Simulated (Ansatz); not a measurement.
KHO2: relaxation (Ansatz)

Launch command:

```bash
ansatz run input.yaml --threads 2 --pin off --max-ram 2560MiB --backend cpu --events-out ev --progress --plain --runs-dir out
```

The input file (Ansatz 0.2.0, plane waves):

```yaml
crystal:
  lattice:
    - [-2.762976, 2.762976, 3.318494]
    - [2.762976, -2.762976, 3.318494]
    - [2.762976, 2.762976, -3.318494]
  atoms:
    - { symbol: K, position: [0.25, 0.25, 0.0] }
    - { symbol: K, position: [0.75, 0.75, 0.0] }
    - { symbol: H, position: [0.5, 0.0, 0.5] }
    - { symbol: H, position: [0.0, 0.5, 0.5] }
    - { symbol: O, position: [0.6408, 0.1408, 0.7816] }
    - { symbol: O, position: [0.1408, 0.3592, 0.5] }
    - { symbol: O, position: [0.3592, 0.8592, 0.2184] }
    - { symbol: O, position: [0.8592, 0.6408, 0.5] }
  symmetry: { tolerance: 0.0003 }
kpoints:
  mp_grid: { grid: [6, 6, 6], shift: [0, 0, 0] }
magnetization:
  spin_polarized: false
scf:
  occupations: { method: fermi_dirac }
  lower_state_search: "off"
hamiltonian:
  pseudopotentials: { kind: paw }
  xc: r2scan
basis:
  ecutwfc: 500
  fft_grid_basis: typed
relax:
  max_steps: 60
  cell: { p_target: 0.0 }
output:
  forces: true
  stress: true
  eigenvalues: true
  bader: true
  populations: true
  elf: true
  write_potential: true
  volumetric_format: npy
  dos:
    e_range: [-12, 8]
    de: 0.05
    projected: { site_lists: { H: [H], K: [K], O: [O] } }
  write_density: true
checkpoint:
  read: saved_state
```

Origin of the cell: a known structure type with other elements, at an estimated volume, so it need not be a known compound.

The smearing width isn't typed, so it takes its default of 0.1 eV.

The saved state is a converged single point of the same cell.

Output (shortened):

```
Pseudopotentials: kind: paw
Pseudopotential: K, paw, valence charge 9, recommended cutoff 500 eV (meta_gga), K.paw.azcp
Pseudopotential: H, paw, valence charge 1, recommended cutoff 500 eV (meta_gga), H.paw.azcp
Pseudopotential: O, paw, valence charge 6, recommended cutoff 500 eV (meta_gga), O.paw.azcp
Functional definition: r2SCAN
  exchange = r2scan_x(k0 = k0, k1 = k1, a1 = a1)
  correlation = r2scan_c
Crystal: 8 atoms, lattice volume = 101.334 Å³
Basis set: ecut = 500 eV, 2565 PW (Γ), exchange–correlation on 160×160×160 points (64 copies of the dense FFT grid, shifted against one another)
Bands: 30, of which v1, the nominal top of the filled ones, is band 22 counted from 1 (21 counted from 0)
Symmetry: 16 space group operations
[… 11 lines left out …]
Initial density: read from a saved state, or passed on in memory by an earlier SCF of this step, an earlier step, the calling program or the single point that the run made first
Functional: x = r2scan, c = r2scan; τ floored in thin density (d = 2e-4 eV/Å³)
SCF iter   1: F=-5382.650054 eV  HF=-5382.628939 eV  Δρ=4.17e-3  dr2=1.25e-3  dr2_τ=1.52e-3
SCF iter   2: F=-5382.650966 eV  HF=-5382.651014 eV  Δρ=9.76e-4  dr2=2.97e-4  dr2_τ=1.47e-5
SCF iter   3: F=-5382.651013 eV  HF=-5382.650991 eV  Δρ=3.41e-4  dr2=2.59e-5  dr2_τ=4.26e-6
SCF iter   4: F=-5382.651014 eV  HF=-5382.651011 eV  Δρ=1.60e-4  dr2=7.37e-6  dr2_τ=1.10e-6
SCF iter   5: F=-5382.651016 eV  HF=-5382.651016 eV  Δρ=4.96e-5  dr2=8.33e-7  dr2_τ=6.41e-8
SCF iter   6: F=-5382.651016 eV  HF=-5382.651016 eV  Δρ=1.34e-5  dr2=4.95e-8  dr2_τ=7.97e-9
relax step   1: F+E_penalty+E_count = -5382.651016 eV  Δ(F+E_penalty+E_count) = +0.000e0 eV  max|allowed force component| = 7.742e-1 eV/Å  Δτ_max = 0.0000 Å  P = +4.892 GPa  Ω = 101.334 Å³  ( […]
relax step   2: F+E_penalty+E_count = -5382.874242 eV  Δ(F+E_penalty+E_count) = -2.232e-1 eV  max|allowed force component| = 4.528e-1 eV/Å  Δτ_max = 0.0215 Å  P = +1.751 GPa  Ω = 106.205 Å³ […]
relax step   3: F+E_penalty+E_count = -5383.051313 eV  Δ(F+E_penalty+E_count) = -1.771e-1 eV  max|allowed force component| = 1.415e-1 eV/Å  Δτ_max = 0.0461 Å  P = -0.116 GPa  Ω = 106.869 Å³ […]
relax step   4: F+E_penalty+E_count = -5383.223643 eV  Δ(F+E_penalty+E_count) = -1.723e-1 eV  max|allowed force component| = 1.030e-1 eV/Å  Δτ_max = 0.0506 Å  P = -0.741 GPa  Ω = 104.324 Å³ […]
relax step   5: F+E_penalty+E_count = -5383.422468 eV  Δ(F+E_penalty+E_count) = -1.988e-1 eV  max|allowed force component| = 1.470e-1 eV/Å  Δτ_max = 0.0725 Å  P = -0.341 GPa  Ω = 98.068 Å³  e […]
relax step   6: F+E_penalty+E_count = -5383.493270 eV  Δ(F+E_penalty+E_count) = -7.080e-2 eV  max|allowed force component| = 1.199e-1 eV/Å  Δτ_max = 0.0811 Å  P = +1.218 GPa  Ω = 90.913 Å³  e […]
relax step   7: F+E_penalty+E_count = -5383.502923 eV  Δ(F+E_penalty+E_count) = -9.653e-3 eV  max|allowed force component| = 2.218e-2 eV/Å  Δτ_max = 0.0072 Å  P = -0.205 GPa  Ω = 93.038 Å³  e […]
relax step   8: F+E_penalty+E_count = -5383.503216 eV  Δ(F+E_penalty+E_count) = -2.935e-4 eV  max|allowed force component| = 3.101e-3 eV/Å  Δτ_max = 0.0009 Å  P = +0.028 GPa  Ω = 92.810 Å³  e […]
relax step   9: F+E_penalty+E_count = -5383.503200 eV  Δ(F+E_penalty+E_count) = +1.642e-5 eV  max|allowed force component| = 3.437e-4 eV/Å  Δτ_max = 0.0003 Å  P = +0.000 GPa  Ω = 92.859 Å³  e […]
relax step  10: F+E_penalty+E_count = -5383.565620 eV  Δ(F+E_penalty+E_count) = -6.242e-2 eV  max|allowed force component| = 4.821e-4 eV/Å  Δτ_max = 0.0000 Å  P = +0.932 GPa  Ω = 92.859 Å³  stress off target by 2.61e0 GPa […]
relax step  11: F+E_penalty+E_count = -5383.580542 eV  Δ(F+E_penalty+E_count) = -1.492e-2 eV  max|allowed force component| = 1.445e-3 eV/Å  Δτ_max = 0.0081 Å  P = +0.282 GPa  Ω = 93.412 Å³  e […]
relax step  12: F+E_penalty+E_count = -5383.581969 eV  Δ(F+E_penalty+E_count) = -1.427e-3 eV  max|allowed force component| = 9.733e-4 eV/Å  Δτ_max = 0.0025 Å  P = -0.050 GPa  Ω = 93.796 Å³  e […]
relax step  13: F+E_penalty+E_count = -5383.582027 eV  Δ(F+E_penalty+E_count) = -5.779e-5 eV  max|allowed force component| = 2.366e-3 eV/Å  Δτ_max = 0.0006 Å  P = -0.008 GPa  Ω = 93.703 Å³  e […]
relax step  14: F+E_penalty+E_count = -5383.582230 eV  Δ(F+E_penalty+E_count) = -2.033e-4 eV  max|allowed force component| = 2.359e-3 eV/Å  Δτ_max = 0.0000 Å  P = -0.004 GPa  Ω = 93.703 Å³  stress off target by 1.44e-2 GPa […]
SCF 14 converged in 5 iterations: F = -5383.582230 eV  dr2 = 8.24e-12
basis re-selected at this cell: Δ(F+E_penalty+E_count) = -2.033e-4 eV, ΔP = +0.005 GPa vs the last step (what re-selecting the basis moved, of the pressure what is left beyond the Pulay corre […]
SCF converged after 5 iterations
Free energy (F): -5383.582230 eV
Harris-Foulkes:  -5383.582230 eV  (|F-HF|=7.28e-12)
Internal energy: -5383.471305 eV  (E = F + TS)
E sigma→0 (E₀):  -5383.526768 eV
Entropy (-TS):   -0.110926 eV (-13.866 meV/atom)
Fermi energy:    3.287328 eV
--- Per-component energies (eV) ---
  E_band       = -293.590972
  E_kinetic    = 1225.738487
  E_local      = -2379.994972  (includes V_loc(G=0)·N_el)
  E_nonlocal   = 220.190134
  E_hartree    = 798.984324
  E_xc         = -574.905102
  E_vxc        = -816.626676  (∫ρ·V_xc dr)
  E_paw        = -2211.838597  (= ΣΔE_a)
  E_vpaw       = -192.924785  (= ΣTr[D̂ρ^β])
  E_aug_tail   = 0.003269  (compensation charges beyond the density's cutoff)
  E_vtau       = 52.054941  (kinetic-family band-sum trace: ∫τ·v_τ [+ j·A + Jᵃ·Aᵃ] dr)
  E_ewald      = -2461.128713
  E_core_change = -0.520134  (= ΣΔE_core)
  E_smearing   = -0.110926  (= −TS)
  Σ components = -5383.582230   (vs F -5383.582230, Δ=0.00e0)
--- Forces (eV/Å), atoms counted from 1 ---
  atom   1  K      0.000000    -0.000000     0.000000
  atom   2  K      0.000000     0.000000     0.000000
  atom   3  H     -0.000000    -0.000000     0.000000
  atom   4  H     -0.000000     0.000000     0.000000
  atom   5  O     -0.002359    -0.002359     0.000000
  atom   6  O      0.002359    -0.002359     0.000000
  atom   7  O      0.002359     0.002359     0.000000
  atom   8  O     -0.002359     0.002359     0.000000
  max |Σ_I F_I| component: 1.30e-18 eV/Å
--- Stress (GPa, compression-positive) ---
       -0.012518      -0.000000       0.000000
       -0.000000      -0.012518       0.000000
        0.000000       0.000000       0.014439
  P = ⅓ Tr σ = -0.0035 GPa (-0.035 kbar)
--- Relaxed structure (12 steps of the walk, 12 accepted, 2 SCFs on fresh bases) ---
  F+E_penalty+E_count = -5383.582230 eV   max|allowed force component| = 2.359e-3 eV/Å   (the final SCF, on the basis selected at the relaxed cell)
  cell:  # Å, volume = 93.7026 Å³
    - [-2.365813, 2.365813, 4.185344]
    - [2.365813, -2.365813, 4.185344]
    - [2.365813, 2.365813, -4.185344]
  atoms:
    - { symbol: K, position: [0.250000, 0.250000, 5.548e-19] }
    - { symbol: K, position: [0.75, 0.75, 5.548e-19] }
    - { symbol: H, position: [0.5, 6.670e-19, 0.5] }
    - { symbol: H, position: [-1.122e-19, 0.5, 0.5] }
    - { symbol: O, position: [0.675937, 0.175937, 0.851875] }
    - { symbol: O, position: [0.175937, 0.324063, 0.500000] }
    - { symbol: O, position: [0.324063, 0.824063, 0.148125] }
    - { symbol: O, position: [0.824063, 0.675937, 0.500000] }
--- Löwdin populations: 8 sites ---
  site symbol       q [e]
     0      K      8.1464
     1      K      8.1464
     2      H      0.6452
     3      H      0.6452
     4      O      6.5496
     5      O      6.5496
     6      O      6.5496
     7      O      6.5496
  spilling = 0.004960 (of n_electrons = 44.000000)
--- Bader charges: 8 sites ---
  site symbol  charge [e]  shift [e]
     0      K      0.8495     0.0000
     1      K      0.8495     0.0000
     2      H      0.5880     0.0075
     3      H      0.5880     0.0075
     4      O     -0.7188     0.0038
     5      O     -0.7188     0.0038
     6      O     -0.7188     0.0038
     7      O     -0.7188     0.0038
  estimated error of the sums over rays = 1.9e-4 e
```

Before:

Space group I4/mcm (No. 140); the run's cell has a = 5.126 Å, b = 5.126 Å, c = 5.126 Å, α = 114.77°, β = 114.77°, γ = 99.32°. Shortest distances: H–O 1.10 Å, O–O 2.20 Å, K–O 2.70 Å, H–K 3.22 Å, K–K 3.32 Å, H–H 3.32 Å.

After:

Space group I4/mcm (No. 140); the run's cell has a = 5.358 Å, b = 5.358 Å, c = 5.358 Å, α = 127.60°, β = 127.60°, γ = 77.28°. Shortest distances: H–O 1.18 Å, O–O 2.35 Å, K–O 2.72 Å, H–K 3.16 Å, K–K 3.35 Å, H–H 3.35 Å.

| Item | Value |
| --- | --- |
| Free energy lowered by | 116.4 meV/atom |
| Volume change | -7.53 % |
| Final pressure | 0.00 GPa |
| Relaxation steps listed | 14 |

Caveats: no spin, though holes on the anions or broken bonds may carry moments; the k mesh is coarse if the cell is a metal; the relaxation held the start's symmetry, so the end may be a saddle point.

Time: 110 s on 2 threads of Arm Neoverse V2, on a shared host, peak memory 0.7 GiB, from a saved density.
